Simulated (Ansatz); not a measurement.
Total density of states per atom from LDA (plane waves, PAW; program Ansatz), in 0.25 eV bins, energy from the Fermi level:

(E (eV), states/eV/atom): (-7.85, 0.23); (-7.60, 0.25); (-7.35, 0.26); (-7.10, 0.27); (-6.85, 0.29); (-6.60, 0.31); (-6.35, 0.32); (-6.10, 0.35); (-5.85, 0.37); (-5.60, 0.41); (-5.35, 0.46); (-5.10, 0.60); (-4.85, 0.63); (-4.60, 0.58); (-4.35, 0.46); (-4.10, 0.21); (-3.85, 0.15); (-3.60, 0.11); (-3.35, 0.08); (-3.10, 0.06); (-2.85, 0.07); (-2.60, 0.14); (-2.35, 0.19); (-2.10, 0.23); (-1.85, 0.28); (-1.60, 0.33); (-1.35, 0.38); (-1.10, 0.48); (-0.85, 0.62); (-0.60, 0.57); (-0.35, 0.47); (-0.10, 0.42); (0.15, 0.41); (0.40, 0.42); (0.65, 0.44); (0.90, 0.45); (1.15, 0.47); (1.40, 0.51); (1.65, 0.52); (1.90, 0.52); (2.15, 0.52); (2.40, 0.52); (2.65, 0.52); (2.90, 0.52); (3.15, 0.53); (3.40, 0.53); (3.65, 0.54); (3.90, 0.54); (4.15, 0.54); (4.40, 0.55); (4.65, 0.56)

Which of these materials gives this?
A. Tl, bcc (W type)
B. Cr, bcc (W type)
C. Eu, bcc (W type)
D. V, bcc (W type)

A, Tl, bcc (W type). Within 0.5 eV of the Fermi level: Tl 6p 75 %, Tl 6s 22 %. Projections are on Löwdin-orthogonalised atomic valence shells; empty p or d shells of many metals are not among them.

Space group Im-3m (bcc (W type)). This is a known high-temperature phase of the composition, computed here at zero pressure and temperature. Symmetry was held in the LDA relaxation; whether a distortion lowers the energy is not shown. Scalar-relativistic: spin–orbit coupling is off unless named, which matters more the heavier the elements.

Potentials: the later of the program's two PAW sets.
